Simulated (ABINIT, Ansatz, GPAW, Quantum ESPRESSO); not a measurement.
# One calculation of Sn3Te, 4 ways

```
CELL_PARAMETERS angstrom
4.86562 0.00000 0.00000
0.00000 4.86562 0.00000
0.00000 0.00000 4.86562
ATOMIC_POSITIONS crystal
Te 0.00673 0.98858 0.99664
Sn 0.99890 0.50418 0.49890
Sn 0.50157 0.00640 0.49978
Sn 0.48993 0.50469 0.99880
```

The cell comes from a database or a generator and needn't be the stable form of this composition.

Atoms were shifted at random by some hundredths of an Å from the given cell, which wasn't relaxed again for these runs.

Alike in all runs: task single point; functional PBEsol; k mesh 6 × 6 × 6; occupations fermi-dirac, width 0.05 eV; no spin polarisation; no spin-orbit coupling. A missing gap at this level doesn't show that the real crystal is a metal. Pressure is positive in compression and, in plane waves, holds the error of the finite cutoff.

```csv
program and potentials,plane-wave cutoff (eV),notes,band gap (eV),pressure (GPa),largest force (eV/Å),energy over the undisturbed cell (meV/atom)
"ABINIT, PseudoDojo NC SR PBEsol v0.4.1 standard",1088,14.5 valence electrons an atom on average,no gap,-2.22,0.094,0.34
"GPAW, PAW data sets generated for this functional",600,12 valence electrons an atom on average,no gap,-2.53,0.092,0.18
"Quantum ESPRESSO, GBRV 1.5 PBEsol",925,12 valence electrons an atom on average,?,?,?,?
"Ansatz, all-electron LAPW, scalar-relativistic",-,-,no gap,-2.29,0.092,-
```

Problem. Estimate from the other rows what the run with Quantum ESPRESSO, GBRV 1.5 PBEsol gave.

Solution. No band gap; pressure -2.53 GPa; largest force 0.091 eV/Å; energy over the undisturbed cell 0.29 meV/atom. The other rows, which needn't bracket it: pressure -2.53 to -2.22; largest force 0.092 to 0.094; energy over the undisturbed cell 0.18 to 0.34.
